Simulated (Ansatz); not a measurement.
SiC (6H type, space group P6_3mc)

```xyz
12
Lattice="3.0787 0.0000 0.0000 -1.5393 2.6662 0.0000 0.0000 0.0000 15.1079" Properties=species:S:1:pos:R:3 pbc="T T T"
Si     0.0000     0.0000    15.1052
Si     0.0000     0.0000     7.5512
Si     1.5393     0.8887    12.5861
Si     0.0000     1.7775     5.0322
Si     1.5393     0.8887     2.5170
Si     0.0000     1.7775    10.0709
C      0.0000     0.0000    13.2113
C      0.0000     0.0000     5.6574
C      1.5393     0.8887    10.6978
C      0.0000     1.7775     3.1439
C      1.5393     0.8887     0.6289
C      0.0000     1.7775     8.1829
```

E(V) scan at fixed shape, V₀ the volume above. The atoms relax within the cell's symmetry.

Level of theory: r2SCAN (plane waves to 500 eV, PAW, scalar-relativistic; Ansatz, a quantum-chemistry and plane-wave program). k mesh 10×10×2 (Γ-centred), Fermi-Dirac smearing 0.05 eV. Stress and pressure are positive under compression. SiC was relaxed with its symmetry unable to fall. The PAW data are Ansatz's earlier set.

At one point of the scan the stress tensor (GPa) is:

```
  -25.3      0.0      0.0
    0.0    -25.3      0.0
    0.0      0.0    -25.0
```

**Question.** Which point is it?
A. V/V₀ = 1.160
B. V/V₀ = 1.107
C. V/V₀ = 1.080
D. V/V₀ = 1.133

**Answer.** A, V/V₀ = 1.160

(A scan under strain: stresses follow from slopes of the energy per volume, elastic moduli from its curvatures.)
